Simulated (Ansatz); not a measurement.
TiO:
```cif
data_O3Ti3
_chemical_formula_sum 'Ti3 O3'
_space_group_name_H-M_alt 'P-62m'
_space_group_IT_number 189
_space_group_name_Hall 'P -6 -2'
_cell_length_a 4.97828
_cell_length_b 4.97828
_cell_length_c 2.86757
_cell_angle_alpha 90.000
_cell_angle_beta 90.000
_cell_angle_gamma 120.000
loop_
_atom_site_label
_atom_site_type_symbol
_atom_site_symmetry_multiplicity
_atom_site_Wyckoff_symbol
_atom_site_fract_x
_atom_site_fract_y
_atom_site_fract_z
_atom_site_occupancy
Ti1 Ti 2 d 0.33333 0.66667 0.50000 1
Ti2 Ti 1 a 0.00000 0.00000 0.00000 1
O1 O 3 f 0.00000 0.39431 0.00000 1
```

Relaxed at zero pressure with the program Ansatz at the r²SCAN level (PAW).

Task: The volume is lowered by 6 % and shape and atoms relax at that volume. What pressure results, and how do the axes share the change?

Result: 16.5 GPa; a -2.1 %, b -2.1 %, c -1.9 %; the energy rises by 30 meV/atom.

Task: Give the new structure.

Result: 
Space group P-62m (No. 189); a = b = 4.874 Å, c = 2.812 Å, α = β = 90.00°, γ = 120.00°

```json
[
 {"atom": "Ti", "site": "2d", "symmetry": "-6..", "x": "0.3333", "y": "0.6667", "z": "0.5000"},
 {"atom": "Ti", "site": "1a", "symmetry": "-62m", "x": "0.0000", "y": "0.0000", "z": "0.0000"},
 {"atom": "O", "site": "3f", "symmetry": "m2m", "x": "0.0000", "y": "0.3969", "z": "0.0000"}
]
```

The phase is kept; no other phase was compared at this pressure.

The first step of the workflow began from a Materials Project structure, measured or hypothetical; the Crystallography Open Database copy checked does not list it. COD files the formula under space group No. 12, 225, so this cell is another polymorph or a model. Its standing as an ambient phase is unchecked. The cell was relaxed with r²SCAN under the symmetry of its start; of distortions, only those at the zone centre were tested. The run is not spin-polarised.

Potentials: the later of the program's two PAW sets.
